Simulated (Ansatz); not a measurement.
Space group Pm (No. 6). a = 5.038 Å, b = 3.125 Å, c = 5.410 Å, α = 90.00°, β = 90.03°, γ = 90.00°
```csv
atom,site,symmetry,x,y,z
Al,1b,m,0.5002,0.5000,0.1673
Al,1b,m,0.0007,0.5000,0.8349
Al,1a,m,0.0010,0.0000,0.3316
Ga,1a,m,0.4995,0.0000,0.6662
N,1a,m,0.1107,0.0000,0.6663
N,1b,m,0.1227,0.5000,0.1671
N,1b,m,0.6254,0.5000,0.8407
N,1a,m,0.6234,0.0000,0.3259
```

Equation of state of this Al3GaN4 structure (not necessarily the ground state), with shape and atoms relaxed at each volume where symmetry leaves them free. Level of theory: Ansatz, DFT r2SCAN, scalar-relativistic, plane waves, PAW.

Settings: cutoff 500 eV, Γ-centred mesh 6×8×4 on the computed 8-atom cell, Gaussian smearing of 0.02 eV; no spin polarisation.

```
V (Å³/atom) E − E(largest V) (meV/atom) P (GPa) gap on mesh (eV)
      9.370                        63.48    34.02              5.23
      9.689                         6.38    23.53              4.95
     10.009                       -31.30    14.50              4.67
     10.328                       -52.25     6.72              4.40
     10.647                       -58.79     0.01              4.15
     10.967                       -52.89    -5.78              3.90
     11.286                       -36.28   -10.76              3.67
     11.712                         0.00   -16.35              3.37
```

Problem. Fit a third-order Birch–Murnaghan equation to E(V).

Solution. V0 = 10.65 Å³/atom, B0 = 207 GPa, B0' = 3.9.